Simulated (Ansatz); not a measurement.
Li$_{4}$MgNb$_{6}$O$_{18}$ in space group P3 (No. 143; Pearson symbol hP29), plane-wave PAW r²SCAN (Ansatz code), all energies at zero smearing, with the estimated change up to a 700 eV cutoff added, with one set of potentials and settings (totals compare only within such a set). Cell of 29 atoms (4 Li, 1 Mg, 6 Nb, 18 O): -40398.581 eV.

| element | reference phase | E (eV/atom) |
|---|---|---|
| Li | Fm-3m, 1 atoms in the cell | -205.1371 |
| Mg | P6_3/mmc, 2 atoms in the cell | -1926.4086 |
| Nb | Im-3m, 1 atoms in the cell | -4563.6321 |
| O | C2/m, 4 atoms in the cell, spin-polarised | -566.0281 |

Formation energy per atom, worked out: (-40398.581 − 4×(-205.1371) − 1×(-1926.4086) − 6×(-4563.6321) − 18×(-566.0281))/29 = -2.804 eV/atom (-271 kJ per mol of atoms), at 0 K, without zero-point energy or fitted corrections.

The start of the workflow was typed in or built on a structure type; neither database checked (COD, Materials Project) lists it. Its standing as an ambient phase is unchecked. The r²SCAN relaxation kept the symmetry of its start; its stability against distortions is not shown here. No spin polarisation was allowed. The references are the lowest solids computed at this level, not always the standard phases (solids in place of the gases).

Potentials: the later of the program's two PAW sets.
